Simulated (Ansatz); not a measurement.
**Guessed and relaxed cells of Li₃SiP₂**

The guess for Li₃SiP₂ was made by a generator: ordered mixture on the cation sites of cuprite (R-3m, No. 166) (occupants of the shared sites, in ratio, Si: 1, Li: 3). Lengths were set from tabulated atomic sizes, so they are only a guess.

start:

Space group R-3m:H (No. 166). a = 7.189 Å, b = 7.189 Å, c = 8.805 Å, α = 90.00°, β = 90.00°, γ = 120.00°
| atom | site | symmetry | x | y | z |
| --- | --- | --- | --- | --- | --- |
| Li | 9e | .2/m | 0.1667 | 0.3333 | 0.3333 |
| Si | 3a | -3m | 0.0000 | 0.0000 | 0.0000 |
| P | 6c | 3m | 0.0000 | 0.0000 | 0.7500 |

Method: DFT PBE, scalar-relativistic, plane waves, PAW in Ansatz 0.2.0. Cutoff 420 eV, Gaussian smearing, Γ-centred meshes. Cell and atoms relax first on a coarse mesh and then on a finer one. In between, the cell is made exact in the group found at 0.06 Å. In metals the finer mesh still leaves noise of several meV/atom or more. The steps can't lower the symmetry of their start. No spin polarisation.

end:

Space group R-3m:H (No. 166). a = 8.195 Å, b = 8.195 Å, c = 7.276 Å, α = 90.00°, β = 90.00°, γ = 120.00°
```json
{"atom": "Li", "site": "9e", "symmetry": ".2/m", "x": "0.1667", "y": "0.3333", "z": "0.3333"}
{"atom": "Si", "site": "3a", "symmetry": "-3m", "x": "0.0000", "y": "0.0000", "z": "0.0000"}
{"atom": "P", "site": "6c", "symmetry": "3m", "x": "0.0000", "y": "0.0000", "z": "0.7069"}
```

The symmetry stays R-3m (No. 166). The volume per atom grows by 7.4 %, from 21.9 to 23.5 Å³. The shortest distance goes from 2.20 Å (Li–P and Si–P) to 2.13 Å (Si–P). The ratio c/a of the conventional cell changes by a factor of 0.72. The energy falls by about 0.14 eV/atom (the start's value is from the coarse mesh).

```
Volume per atom                          : 23.51 Å³
Density                                  : 1.31 g/cm³
Formation energy                         : −0.08 eV/atom
Gap on the 6×6×6 mesh of the 6-atom cell : 0 eV (a metal)
```

The zero of energy is the elements' standard structures at the same level; no fitted shifts are applied. The references include black phosphorus. Whether it is stable depends on the other phases of the system, which aren't compared here.

The last run used Gaussian smearing of 0.10 eV. An odd number of electrons in the primitive cell allows no gap without spin; a larger cell or a magnetic state could open one. The cell is a metal run without spin; a magnetic state may lie lower. The reference form of P is held partly by dispersion forces, which this level lacks. A structure relaxed within its symmetry needn't be a true minimum. In all, the 3 runs took 23 s on 1 thread of Intel(R) Xeon(R) 6975P-C (Granite Rapids) (shared host).
